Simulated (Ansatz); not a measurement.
Relaxing a structure of CdRuO₃

The relaxed structure here is a generated cell of CdRuO3: the first start was made by placing the elements on the sites of a structure type, and the end was not matched to a known phase here, so it may be hypothetical.

The start is a generated trial cell of CdRuO3 in the GdFeO3 structure type. The structure is fully relaxed (lattice and positions, P = 0) with r2SCAN (plane waves to 500 eV, PAW, scalar-relativistic; Ansatz, a quantum-chemistry and plane-wave program). The first steps use a coarse 4×3×4 k-mesh.

Starting cell:
```
CdRuO3
1.0
    5.24026     0.00000     0.00000
    0.00000     7.39400     0.00000
    0.00000     0.00000     5.22277
Cd Ru O
4 4 12
Direct
  0.48770   0.25000   0.99160
  0.98770   0.25000   0.50840
  0.51230   0.75000   0.00840
  0.01230   0.75000   0.49160
  0.00000   0.00000   0.00000
  0.50000   0.50000   0.50000
  0.00000   0.50000   0.00000
  0.50000   0.00000   0.50000
  0.03130   0.25000   0.05860
  0.53130   0.25000   0.44140
  0.96870   0.75000   0.94140
  0.46870   0.75000   0.55860
  0.28800   0.53700   0.21300
  0.78800   0.96300   0.28700
  0.71200   0.03700   0.78700
  0.21200   0.46300   0.71300
  0.71200   0.46300   0.78700
  0.21200   0.03700   0.71300
  0.28800   0.96300   0.21300
  0.78800   0.53700   0.28700
```

Question: What pressure does the first self-consistent step give?

Answer: +32 GPa (positive: the cell is compressed).

Question: What is the largest force in the starting geometry, and on which atom (counted from 1)?

Answer: About 1.8 eV/Å, on O9, O10, O11, O12 (atoms numbered as listed).

Question: By how much does the energy per atom fall from start to end?

Answer: About 0.25 eV/atom.

Question: How does the volume change?

Answer: +10.6 %, from 10.12 to 11.19 Å³/atom.

Question: How do the shortest distances between atoms change?

Answer: The closest pairs of elements (up to four, under 3.6 Å), start → end: O–Ru 1.88 → 1.98 Å; Cd–O 2.24 → 2.22 Å; O–O 2.58 → 2.77 Å; Cd–Ru 3.15 → 3.11 Å.

Question: What band gap does the relaxed structure have at this level?

Answer: No gap: a half-metal at this level (one spin channel is gapped at the Fermi level).

Question: The last rounds were run with spin polarisation. What moments result?

Answer: Net 0.40 μB/atom, ferromagnetic.

The space group stays Pnma (No. 62) (the run could not lower it); the end is AFLOW prototype AB3C_oP20_62_c_cd_a (as in CaTiO3), with 20 atoms in the primitive magnetic cell. Final values are on a 7×5×7 k-mesh of the relaxed cell. The first round had no spin; a later round switched it on. Spin state reached: ferromagnetic (net 0.40 μB/atom); other spin orders were not run from this start. The d or f electrons are treated with no Hubbard U.

The run could not lose the symmetry of its start: the end is stationary, and may be a saddle point rather than a minimum.
